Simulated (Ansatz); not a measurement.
Problem. Volume from LDA minus that from PBEsol (% of the latter), each on its own relaxed cell (Ansatz, a program for electronic structure, plane waves, PAW; no spin–orbit coupling, no Hubbard U), over 57 phases of the class «sulfides, selenides and tellurides»: what sign and size do you expect?

Solution. Mean -3.4 %, median -3.3 %, mean absolute 3.4 %; eight in ten lie between -4.9 and -2.4 %, and 0 % are above zero.

Some cases that may be named, with their rank among the 57 from the lowest: Ag2S, Cmcm (Ag on 4c, Ag on 4b, S on 4c) -5.8 % (rank 2); TiS2, CdI2 type -5.4 % (rank 4); Hg2SeS, P-4m2 (Hg on 2g, Se on 1d, S on 1b) -3.3 % (rank 29); ZnHgS2, R3m (Zn on 3a, Hg on 3a, S on 3a, S on 3a) -3.3 % (rank 30); ZrGeS, P4/nmm (Zr on 2c, Ge on 2a, S on 2c) -2.1 % (rank 55); NbPS, Immm (Nb on 4j, P on 4h, S on 4i) -1.6 % (rank 57).

The phases are those computed here (of each formula those with measured values and the lowest at some level), not a balanced benchmark, and neither functional is the truth. Pairs that end in unlike spin orders or unlike minima (c/a over 6 % apart, 30 % for weakly bound crystals), magnets with 4f shells, solids of gases and phases set aside for tests are left out.

1 are weakly bound layers, chains or molecules.

Standing as an ambient phase not checked: Ag2S, Cmcm (Ag on 4c, Ag on 4b, S on 4c); Ag2S, Cmcm (Ag on 4b, Ag on 4c, S on 4c); Hg2SeS, P-4m2 (Hg on 2g, Se on 1d, S on 1b); ZnHgS2, R3m (Zn on 3a, Hg on 3a, S on 3a, S on 3a); ZrGeS, P4/nmm (Zr on 2c, Ge on 2a, S on 2c); NbPS, Immm (Nb on 4j, P on 4h, S on 4i). Began spin-polarised and lost the moments: TiS2, CdI2 type with PBEsol. Weakly bound layers, chains or molecules computed without a dispersion correction, so cells and soft constants are ill determined: TiS2, CdI2 type with LDA; TiS2, CdI2 type with PBEsol. All cells were relaxed under the symmetry of their starts (and spin orders); stability against distortions was not tested throughout. Named crystals with no word on spin ran without spin polarisation. Scalar-relativistic: spin–orbit coupling is off unless named, which matters more the heavier the elements.

Potentials: the later of the program's two PAW sets.

Ansatz is a plane-wave DFT program.
